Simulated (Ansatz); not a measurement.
## Structure relaxation of ScSbPt3

All numbers below come from DFT r2SCAN, scalar-relativistic, plane waves, PAW (Ansatz). Cutoff 500 eV, Γ-centred k mesh, Gaussian smearing, no spin polarisation in the final step.

ScSbPt3 was placed on the cubic perovskite structure type (Pm-3m, No. 221), with Sc in place of Sr, Sb in place of Ti, Pt in place of O, at a guessed volume.

```xyz
5
Lattice="4.4474 0.0000 0.0000 0.0000 4.4474 0.0000 0.0000 0.0000 4.4474" Properties=species:S:1:pos:R:3 pbc="T T T"
Sc    0.0000    0.0000    0.0000
Sb    2.2237    2.2237    2.2237
Pt    0.0000    2.2237    2.2237
Pt    2.2237    0.0000    2.2237
Pt    2.2237    2.2237    0.0000
```

Cell and atoms relax at zero pressure; the relaxation can't lower the symmetry of the start. After a coarse first stage the cell is made exact in the group found at 0.06 Å.

Q: Describe the relaxed structure.

A: It keeps Pm-3m (No. 221). The result still has the cubic perovskite structure. Conventional cell: a = 4.882 Å. Sc is coordinated by 12 Pt at 3.45 Å; Sb is coordinated by 6 Pt at 2.44 Å; Pt is coordinated by 2 Sb at 2.44 Å.

```
Sc Sb Pt
1.0
     4.88188    0.00000    0.00000
     0.00000    4.88188    0.00000
     0.00000    0.00000    4.88188
Sc Sb Pt
1 1 3
Direct
  0.00000 0.00000 0.00000
  0.50000 0.50000 0.50000
  0.00000 0.50000 0.50000
  0.50000 0.00000 0.50000
  0.50000 0.50000 0.00000
```

Q: What are its volume, density and gap?

A: The volume per atom is 23.27 Å³, the density is 10.73 g/cm³ and the gap on the 8×8×8 mesh is 0 eV (a metal).

The final run used a 8×8×8 mesh on its 5-atom cell and 0.10 eV smearing. Spin–orbit coupling is left out. Symmetry constrained the relaxation, so the result can be a saddle point.

Cost: 3 runs of about 2.8 core-minutes in all, on Arm Neoverse V1 (shared hosts).